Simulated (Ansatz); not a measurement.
TiO$_{2}$:
Space group I4₁/amd, origin choice 1 (No. 141); a = b = 3.7690 Å, c = 9.5606 Å, α = β = γ = 90.00°

```json
[
 {"atom": "Ti", "site": "4a", "symmetry": "-4m2", "x": "0.0000", "y": "0.0000", "z": "0.0000"},
 {"atom": "O", "site": "8e", "symmetry": "2mm.", "x": "0.0000", "y": "0.0000", "z": "0.2074"}
]
```
(The calculation used a cell of 6 atoms; values per cell refer to that cell.)

Relaxed with PBEsol.

Problem. Decompose the optical modes at the zone centre into irreducible representations, and say which are infrared and Raman allowed.

Solution. Point group 4/mmm: Γ_opt = A1g + A2u + 2B1g + B2u + 3Eg + 2Eu. Infrared: A2u, Eu. Raman: A1g, B1g, Eg.

Problem. Assign frequencies (DFPT, PBEsol in the plane-wave PAW code Ansatz; without the LO–TO term).

Solution. Eg 134, Eg 168, Eu 228, A2u 329, B1g 373, Eu 419, B1g 490, A1g 512, B2u 538, Eg 619 cm⁻¹.

Subscripts of B labels follow the axes of the standard setting.

Space group I4_1/amd (anatase). The cell was relaxed with PBEsol under the symmetry of its start. The run is not spin-polarised.

Potentials: the earlier of the program's two PAW sets. The files were generated under PBE; for other functionals the program regenerates the frozen cores, and for LDA and PBEsol the local potential too.
